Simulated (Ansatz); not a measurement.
**Ag: eigenvalues along the path**

```
CELL_PARAMETERS angstrom
2.90531 0.00000 0.00000
-1.45266 2.51608 0.00000
0.00000 0.00000 10.06623
ATOMIC_POSITIONS crystal
Ag 0.33333 0.66667 0.25000
Ag 0.66667 0.33333 0.75000
Ag 0.00000 0.00000 0.00000
Ag 0.00000 0.00000 0.50000
```

Atoms are numbered in the order listed.

The cell comes from COD entry 1509194, which wasn't checked; take it as a given geometry. The listed cell was then made from it by scaling, straining or moving an atom.

These are results of Ansatz 0.2.0, DFT, LDA, all-electron LAPW, scalar-relativistic, not measurements.

Settings: a Γ-centred 14×14×4 k mesh, Fermi–Dirac smearing of 0.08 eV, basis error target 0.5 meV/atom, no spin polarisation.

Path points, in fractions of the reciprocal vectors: Γ (0.000, 0.000, 0.000), M (0.500, 0.000, 0.000), K (0.333, 0.333, 0.000), A (0.000, 0.000, 0.500), L (0.500, 0.000, 0.500), H (0.333, 0.333, 0.500). Levels in eV from the Fermi level; bands 17 to 44, counted from the lowest band of the run. The gap is zero.

```
# k(1/Å) point b17 b18 b19 b20 b21 b22 b23 b24 b25 b26 b27 b28 b29 b30 b31 b32 b33 b34 b35 b36 b37 b38 b39 b40 b41 b42 b43 b44
0.000 Γ -7.28 -6.10 -6.10 -5.97 -4.67 -4.43 -4.43 -4.40 -4.40 -4.31 -4.31 -4.30 -4.30 -4.26 -4.26 -3.58 -3.58 -3.31 -3.31 -3.20 -3.20 -2.89 -2.89 -0.57 2.44 9.36 9.37 15.49
0.250 - -7.00 -5.86 -5.86 -5.79 -4.63 -4.60 -4.51 -4.50 -4.47 -4.32 -4.29 -4.28 -4.19 -4.16 -4.13 -3.70 -3.66 -3.38 -3.30 -3.22 -3.04 -3.02 -2.88 0.17 2.51 9.59 9.59 14.70
0.499 - -6.28 -5.51 -5.40 -5.34 -4.93 -4.84 -4.67 -4.55 -4.50 -4.29 -4.11 -4.03 -4.02 -3.95 -3.82 -3.78 -3.77 -3.77 -3.31 -3.24 -2.86 -2.58 -2.58 1.68 2.76 10.18 10.20 11.20
0.749 - -5.72 -5.59 -5.52 -5.33 -5.13 -5.02 -4.66 -4.44 -4.36 -4.35 -4.09 -3.65 -3.61 -3.61 -3.53 -3.30 -3.26 -3.26 -3.17 -3.11 -2.84 -1.81 -1.80 3.35 3.47 7.62 9.17 9.34
0.999 - -5.82 -5.77 -5.76 -5.50 -5.36 -5.05 -4.89 -4.54 -4.21 -4.14 -3.98 -3.61 -3.60 -3.00 -2.90 -2.89 -2.86 -2.80 -2.78 -2.77 -1.63 -0.36 -0.33 3.75 5.00 5.00 6.29 6.68
1.249 M -5.90 -5.88 -5.84 -5.59 -5.46 -5.09 -4.95 -4.63 -4.26 -3.93 -3.92 -3.62 -3.61 -2.87 -2.84 -2.69 -2.68 -2.64 -2.63 -2.60 0.10 0.89 1.14 1.63 4.08 4.11 6.62 7.27
1.393 - -5.83 -5.83 -5.78 -5.51 -5.40 -5.05 -4.95 -4.65 -4.28 -4.04 -3.93 -3.62 -3.59 -2.92 -2.84 -2.83 -2.78 -2.76 -2.68 -2.66 0.34 1.14 1.26 1.77 4.12 4.15 6.73 7.39
1.537 - -5.70 -5.67 -5.61 -5.31 -5.24 -4.95 -4.93 -4.71 -4.34 -4.26 -3.97 -3.63 -3.63 -3.18 -3.16 -3.01 -2.92 -2.84 -2.84 -2.71 0.94 1.61 1.77 2.17 4.25 4.29 7.05 7.73
1.681 - -5.52 -5.45 -5.35 -5.02 -4.98 -4.97 -4.82 -4.78 -4.51 -4.40 -4.00 -3.87 -3.62 -3.60 -3.44 -3.18 -3.07 -2.96 -2.86 -2.80 1.69 2.08 2.64 2.78 4.46 4.53 6.75 7.57
1.825 - -5.32 -5.23 -5.04 -5.03 -4.96 -4.82 -4.70 -4.66 -4.64 -4.43 -4.19 -4.00 -3.95 -3.69 -3.56 -3.34 -3.15 -3.02 -2.91 -2.89 2.50 2.65 3.55 3.66 4.77 4.81 5.15 6.75
1.969 K -5.12 -5.12 -5.09 -5.01 -5.01 -4.86 -4.65 -4.65 -4.42 -4.33 -4.33 -4.31 -3.85 -3.85 -3.46 -3.46 -3.13 -3.02 -3.02 -2.91 3.29 3.35 3.35 4.18 4.76 4.76 5.51 5.51
2.258 - -5.30 -5.29 -5.22 -5.04 -4.98 -4.74 -4.70 -4.66 -4.48 -4.38 -4.37 -4.05 -3.89 -3.85 -3.52 -3.42 -3.34 -2.89 -2.79 -2.75 0.33 1.69 1.73 5.11 5.43 6.14 6.44 6.97
2.546 - -5.32 -5.27 -5.14 -5.08 -5.04 -4.94 -4.78 -4.62 -4.56 -4.42 -4.25 -4.20 -4.18 -3.91 -3.69 -3.40 -3.20 -2.92 -2.90 -2.82 -1.97 -0.85 -0.83 3.97 4.44 7.92 8.19 9.55
2.835 - -5.97 -5.27 -5.19 -5.17 -5.01 -4.83 -4.78 -4.74 -4.68 -4.38 -4.31 -4.19 -4.01 -3.98 -3.80 -3.50 -3.49 -3.40 -3.30 -3.15 -3.03 -2.35 -2.29 2.23 2.91 10.44 10.47 11.31
3.123 - -6.91 -5.79 -5.79 -5.74 -4.66 -4.62 -4.55 -4.53 -4.51 -4.34 -4.24 -4.23 -4.21 -4.10 -4.08 -3.78 -3.63 -3.50 -3.24 -3.22 -3.08 -2.96 -2.84 0.38 2.53 9.66 9.66 14.68
3.411 Γ -7.28 -6.10 -6.10 -5.97 -4.67 -4.43 -4.43 -4.40 -4.40 -4.31 -4.31 -4.30 -4.30 -4.26 -4.26 -3.58 -3.58 -3.31 -3.31 -3.20 -3.20 -2.89 -2.89 -0.57 2.44 9.36 9.37 15.49
3.474 - -7.26 -6.23 -6.01 -5.96 -4.67 -4.48 -4.43 -4.43 -4.40 -4.40 -4.30 -4.30 -4.26 -4.26 -4.07 -3.58 -3.58 -3.32 -3.32 -3.18 -3.18 -2.90 -2.90 -0.71 2.62 8.48 10.25 15.45
3.536 - -7.21 -6.38 -5.96 -5.96 -4.67 -4.59 -4.42 -4.42 -4.39 -4.39 -4.30 -4.30 -4.27 -4.27 -3.75 -3.56 -3.56 -3.36 -3.36 -3.14 -3.14 -2.91 -2.91 -1.07 3.06 7.61 11.14 15.29
3.599 - -7.13 -6.55 -5.95 -5.93 -4.68 -4.65 -4.41 -4.41 -4.39 -4.39 -4.31 -4.31 -4.28 -4.28 -3.54 -3.54 -3.40 -3.40 -3.38 -3.09 -3.09 -2.93 -2.93 -1.53 3.67 6.76 12.01 14.91
3.661 - -7.02 -6.72 -5.94 -5.93 -4.69 -4.68 -4.40 -4.40 -4.38 -4.38 -4.31 -4.31 -4.30 -4.30 -3.51 -3.51 -3.44 -3.44 -3.05 -3.05 -2.97 -2.97 -2.96 -2.01 4.37 5.93 12.84 14.34
3.723 A -6.88 -6.88 -5.93 -5.93 -4.69 -4.69 -4.39 -4.39 -4.39 -4.39 -4.31 -4.31 -4.31 -4.31 -3.48 -3.48 -3.48 -3.48 -3.00 -3.00 -3.00 -3.00 -2.50 -2.50 5.13 5.13 13.63 13.63
3.973 - -6.62 -6.62 -5.74 -5.74 -4.71 -4.71 -4.45 -4.45 -4.36 -4.36 -4.25 -4.25 -4.19 -4.19 -3.69 -3.69 -3.52 -3.52 -3.46 -3.46 -3.00 -3.00 -1.74 -1.74 5.33 5.33 13.91 13.91
4.223 - -5.98 -5.98 -5.39 -5.39 -4.75 -4.75 -4.66 -4.66 -4.33 -4.33 -4.14 -4.14 -3.96 -3.96 -3.86 -3.86 -3.55 -3.55 -3.50 -3.50 -2.99 -2.99 -0.72 -0.72 5.96 5.96 11.59 11.59
4.473 - -5.64 -5.64 -5.45 -5.45 -5.10 -5.10 -4.66 -4.66 -4.03 -4.03 -3.95 -3.95 -3.59 -3.59 -3.37 -3.37 -3.23 -3.23 -3.15 -3.15 -2.96 -2.96 0.46 0.46 6.92 6.92 8.15 8.15
4.722 - -5.73 -5.73 -5.63 -5.63 -5.41 -5.41 -4.73 -4.73 -4.04 -4.04 -3.55 -3.55 -3.33 -3.33 -3.12 -3.12 -2.84 -2.84 -2.76 -2.76 -1.41 -1.41 1.80 1.80 4.95 4.95 7.64 7.64
4.972 L -5.80 -5.80 -5.70 -5.70 -5.52 -5.52 -4.76 -4.76 -4.08 -4.08 -3.44 -3.44 -3.19 -3.19 -3.10 -3.10 -2.67 -2.67 -2.61 -2.61 0.45 0.45 1.49 1.49 4.43 4.43 5.87 5.87
5.116 - -5.73 -5.73 -5.63 -5.63 -5.50 -5.50 -4.74 -4.74 -4.13 -4.13 -3.47 -3.47 -3.34 -3.34 -3.06 -3.06 -2.72 -2.72 -2.68 -2.68 0.65 0.65 1.64 1.64 4.50 4.50 5.93 5.93
5.260 - -5.55 -5.55 -5.46 -5.46 -5.43 -5.43 -4.68 -4.68 -4.24 -4.24 -3.65 -3.65 -3.53 -3.53 -3.14 -3.14 -2.87 -2.87 -2.77 -2.77 1.18 1.18 2.02 2.02 4.74 4.74 6.11 6.11
5.404 - -5.38 -5.38 -5.24 -5.24 -5.23 -5.23 -4.62 -4.62 -4.33 -4.33 -3.96 -3.96 -3.71 -3.71 -3.31 -3.31 -2.99 -2.99 -2.82 -2.82 1.91 1.91 2.54 2.54 5.18 5.18 6.38 6.38
5.549 - -5.28 -5.28 -5.05 -5.05 -4.95 -4.95 -4.67 -4.67 -4.33 -4.33 -4.25 -4.25 -3.85 -3.85 -3.49 -3.49 -3.03 -3.03 -2.88 -2.88 2.76 2.76 3.12 3.12 5.36 5.36 5.99 5.99
5.693 H -5.24 -5.24 -4.99 -4.99 -4.79 -4.79 -4.69 -4.69 -4.37 -4.37 -4.35 -4.35 -3.84 -3.84 -3.58 -3.58 -3.01 -3.01 -2.93 -2.93 3.59 3.59 3.70 3.70 3.90 3.90 6.66 6.66
5.981 - -5.30 -5.30 -5.12 -5.12 -4.86 -4.86 -4.81 -4.81 -4.27 -4.27 -4.18 -4.18 -3.92 -3.92 -3.56 -3.56 -3.11 -3.11 -2.71 -2.71 0.62 0.62 3.65 3.65 5.68 5.68 6.04 6.04
6.270 - -5.26 -5.26 -5.20 -5.20 -4.89 -4.89 -4.84 -4.84 -4.43 -4.43 -4.18 -4.18 -3.94 -3.94 -3.62 -3.62 -3.16 -3.16 -2.80 -2.80 -1.84 -1.84 1.30 1.30 7.63 7.63 8.34 8.34
6.558 - -5.72 -5.72 -5.18 -5.18 -4.90 -4.90 -4.66 -4.66 -4.51 -4.51 -4.36 -4.36 -3.80 -3.80 -3.72 -3.72 -3.51 -3.51 -3.28 -3.28 -2.98 -2.98 -0.35 -0.35 6.25 6.25 11.71 11.71
6.846 - -6.53 -6.53 -5.68 -5.68 -4.72 -4.72 -4.47 -4.47 -4.38 -4.38 -4.20 -4.20 -4.15 -4.15 -3.79 -3.79 -3.55 -3.55 -3.46 -3.46 -3.00 -3.00 -1.59 -1.59 5.40 5.40 14.00 14.00
7.135 A -6.88 -6.88 -5.93 -5.93 -4.69 -4.69 -4.39 -4.39 -4.39 -4.39 -4.31 -4.31 -4.31 -4.31 -3.48 -3.48 -3.48 -3.48 -3.00 -3.00 -3.00 -3.00 -2.50 -2.50 5.13 5.13 13.63 13.63
```
